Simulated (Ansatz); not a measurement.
**Calculated coordination and Bi-209 quadrupole coupling for BiTe**

Cell: an entry of the Crystallography Open Database (COD), its atoms then relaxed with PBE in this cell.

Space group P-3m1 (No. 164); a = 4.4230, c = 24.0020 Å, γ = 120.00°.

| site | Wyckoff | site symmetry | x | y | z |
| --- | --- | --- | --- | --- | --- |
| Bi1 | 2c | 3m. | 0.0000 | 0.0000 | 0.1248 |
| Bi3 | 2d | 3m. | 0.3333 | 0.6667 | 0.2917 |
| Bi5 | 2d | 3m. | 0.6667 | 0.3333 | 0.4649 |
| Te7 | 2d | 3m. | 0.3333 | 0.6667 | 0.0536 |
| Te9 | 2d | 3m. | 0.6667 | 0.3333 | 0.2088 |
| Te11 | 2c | 3m. | 0.0000 | 0.0000 | 0.3638 |

One atom of each set is listed.

Method: Kohn–Sham DFT in Ansatz, PBE, plane waves and PAW, scalar-relativistic, 420 eV cutoff, Γ-centred 9×9×2 k-points, Fermi–Dirac smearing 0.05 eV.

Q(Bi-209) = -516.0 mb.

Q: Order the Bi environments from the weakest to the strongest quadrupole coupling.
A. Bi1: 6 Te at 3.07–3.25 Å
B. Bi5: 3 Bi at 3.06 Å, 3 Te at 3.52 Å
C. Bi3: 6 Te at 3.08–3.24 Å

A: A (5.50 MHz, η = 0.00), C (27.8 MHz, η = 0.00), B (79.5 MHz, η = 0.00).

An axis of threefold or higher order runs through Bi1, Bi3 and Bi5, so V_zz lies along it and η is zero.

Spin–orbit coupling is left out, which shifts gradients on Bi by a few per cent in wide-gap crystals, and can shift them far more where the calculated gap is small or absent, as here. Newer work puts Q(²⁰⁹Bi) near −420 mb, which would lower these couplings by about a fifth. With a gap of 0.13 eV under a smearing of 0.05 eV the band edges are partly filled, so small gradients can hang on the smearing and the k-mesh.
